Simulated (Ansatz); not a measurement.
**Mg3Ir: computed property card**

Mg₃Ir:
```xyz
8
Lattice="4.5487 0.0000 0.0000 -2.2744 3.9393 0.0000 0.0000 0.0000 8.2151" Properties=species:S:1:pos:R:3 pbc="T T T"
Mg     0.0000     2.6262     4.7477
Mg     2.2744     1.3131     0.6402
Mg     0.0000     2.6262     7.5749
Mg     2.2744     1.3131     3.4674
Mg     0.0000     0.0000     2.0538
Mg     0.0000     0.0000     6.1613
Ir     0.0000     2.6262     2.0538
Ir     2.2744     1.3131     6.1613
```

Space group P6_3/mmc (No. 194); conventional cell a = b = 4.549 Å, c = 8.215 Å, α = β = 90.00°, γ = 120.00°.

Method: r²SCAN in the plane-wave PAW code Ansatz. The cell and atoms are relaxed at this level. Other levels are named where they apply.

### Cell and energy

```
Property                                                       Value
-----------------------------------------------------  -------------
Volume per atom                                             18.40 Å³
Density                                                   5.98 g/cm³
Formation energy from the elements (no fitted shifts)  -0.34 eV/atom
```

### Electronic structure

```
Property                                                                    Result
------------------------------------  --------------------------------------------
Electronic character                                             metallic (no gap)
Density of states at the Fermi level  0.33 states/eV per atom (mean over ±0.08 eV)
Gap with spin–orbit coupling                                       none (metallic)
```

### Mechanics

```
Item                                  Result
----------------------------------  --------
Bulk modulus (Birch–Murnaghan fit)  82.7 GPa
Pressure derivative B′                   4.1
```

### Charges

```
Quantity                               Value
-------------  -----------------------------
Bader charges  Mg +1.48 to +1.49, Ir -4.46 e
```

The workflow started from an entry of the Crystallography Open Database (COD). Whether it is the stable phase at ambient conditions was not checked. The cell was relaxed with r²SCAN under the symmetry of its start; whether a distortion lowers the energy is not shown. No spin polarisation was allowed. Axis ratios of metals converge slowly with the k-mesh, so a and c are less sure than the volume. The references are the lowest solids computed at this level, not always the standard phases. Spin–orbit coupling is left out wherever it is not named.

Potentials: the later of the program's two PAW sets.
